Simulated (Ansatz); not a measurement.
HgTe (zinc blende)

```xyz
2
Lattice="0.0000 3.2864 3.2864 3.2864 0.0000 3.2864 3.2864 3.2864 0.0000" Properties=species:S:1:pos:R:3 pbc="T T T"
Te     4.9296     4.9296     4.9296
Hg     0.0000     0.0000     0.0000
```

The slice is a {110} plane (indices of the conventional cell) through the point (0.750, 0.750, 0.750) (fractional), spanned by u = [100] and v = [1 -1 -1] in vectors of this cell: u (4.65 Å) and v (6.57 Å, at 90° to u). It covers one period; positions are fractions (u, v).

All values below come from r2SCAN (plane waves to 500 eV, PAW, scalar-relativistic; Ansatz, a program for electronic structure). k mesh 12×12×12. These are valence fields of a PAW run, semicore shells included where kept as valence: close to a nucleus they are smooth pseudo fields. At this level the bands of HgTe touch or barely overlap. HgTe was relaxed with its symmetry unable to fall. Spin-orbit coupling is left out, though Hg and Te are heavy.

Three fields on this plane, each scaled to ten steps between its own extremes (0 low, 9 high; the total valence density on a logarithmic scale, the potential cut 8 eV below its top; x marks points blanked near nuclei; v = 0 in the bottom row):

Map A
```
|xxxxx04665556640xxxx|
|xxxx0034210124300xxx|
|xxxx02200xxx00220xxx|
|xx00120xxxxxxx02100x|
|0013410xxxxxxx014310|
|455640xxxxxxxxx04655|
|777750xxxxxxxxx05777|
|888751xxxxxxxxx15788|
|9998620xxxxxxx026899|
|9998750xxxxxxx057899|
|999986400xxx00468999|
|99998865310135688999|
|99999887665667889999|
|99999998888888999999|
|99999999999999999999|
|99999999999999999999|
|99999999999999999999|
|99999999999999999999|
|99999999999999999999|
|89999999999999999999|
|77889999999999999887|
|45678899999999988765|
|00146789999999876410|
|xx00268999999986200x|
|xxxx0368999998630xxx|
|xxxx0158999998510xxx|
|xxxxx04788988740xxxx|
|xxxxx04778887740xxxx|
```

Map B
```
|xxxxx98533333589xxxx|
|xxxx9963334333699xxx|
|xxxx98434xxx43489xxx|
|xx89853xxxxxxx35898x|
|9999634xxxxxxx436999|
|998643xxxxxxxxx34689|
|765434xxxxxxxxx43456|
|332234xxxxxxxxx43223|
|1112345xxxxxxx543211|
|0012345xxxxxxx543210|
|000123445xxx54432100|
|00001234444444321000|
|00000122333332210000|
|00000011222221100000|
|00000000111110000000|
|00000000000000000000|
|00000000000000000000|
|00000000000000000000|
|11100000000000000011|
|33221000000000001223|
|77653100000000013567|
|99986420000000246899|
|99999742000002479999|
|xx89996310001369998x|
|xxxx9985100015899xxx|
|xxxx8996200026998xxx|
|xxxxx99631113699xxxx|
|xxxxx99632223699xxxx|
```

Map C
```
|xxxxx87766666778xxxx|
|xxxx9887888887889xxx|
|xxxx98899xxx99889xxx|
|xx99889xxxxxxx98899x|
|8888889xxxxxxx988888|
|777778xxxxxxxxx87777|
|556678xxxxxxxxx87665|
|444568xxxxxxxxx86544|
|3344679xxxxxxx976443|
|2234568xxxxxxx865432|
|112345789xxx98754321|
|00123456788876543210|
|00012345666665432100|
|00012234455544322100|
|00001223344433221000|
|00001122233322211000|
|11111111222221111111|
|22111111111111111112|
|33222111100011112223|
|44433211000001123344|
|55544321000001234455|
|77665432100012345667|
|88876543210123456788|
|xx98765321112356789x|
|xxxx8764322234678xxx|
|xxxx9865433345689xxx|
|xxxxx87654445678xxxx|
|xxxxx87655555678xxxx|
```

Problem. Assign the maps to these fields: electron localisation function (ELF); valence electron density; electrostatic potential energy of an electron, from the cell's mean.

Solution. A is the electrostatic potential energy of an electron, from the cell's mean; B is the electron localisation function (ELF); C is the valence electron density.
